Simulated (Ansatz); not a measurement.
## Property card for ScSi

ScSi:
```xyz
2
Lattice="3.3216 0.0000 0.0000 0.0000 3.3216 0.0000 0.0000 0.0000 3.3216" Properties=species:S:1:pos:R:3 pbc="T T T"
Sc     0.0000     0.0000     0.0000
Si     1.6608     1.6608     1.6608
```

Space group Pm-3m (No. 221), CsCl type; conventional cell a = b = c = 3.3216 Å, α = β = γ = 90.00°.

Method: plane-wave PAW r²SCAN (Ansatz code). Structure relaxed to zero pressure with the same functional. Other levels are named where they apply.

### Cell and energy

```yaml
volume_per_atom: 18.32 Å³
density: 3.31 g/cm³
Formation energy from the elements (no fitted shifts): -0.39 eV/atom
```

### Electronic structure

```yaml
electronic_character: metallic (no gap)
Density of states at the Fermi level: 1.2 states/eV per atom (mean over ±0.08 eV)
```

### Mechanics

```yaml
Bulk modulus (Birch–Murnaghan fit): 87.8 GPa
Pressure derivative B′: 3.8
Elastic constants (relaxed ions, GPa): C11 = -6.9, C12 = 135, C44 = -71.7
mechanical_stability: unstable (C has a negative eigenvalue)
```

### Charges

```yaml
bader_charges: Sc +1.44, Si -1.44 e
```

A made-up cell: these elements were put on the sites of a structure type; neither database checked (COD, Materials Project) lists it. Its standing as an ambient phase is unchecked. The cell was relaxed with r²SCAN under the symmetry of its start. The run is not spin-polarised. As this level gives no gap, shear constants depend on the k-mesh and smearing (Fermi–Dirac, 0.1 eV here). The references are the lowest solids computed at this level, not always the standard phases.

Potentials: the earlier of the program's two PAW sets.
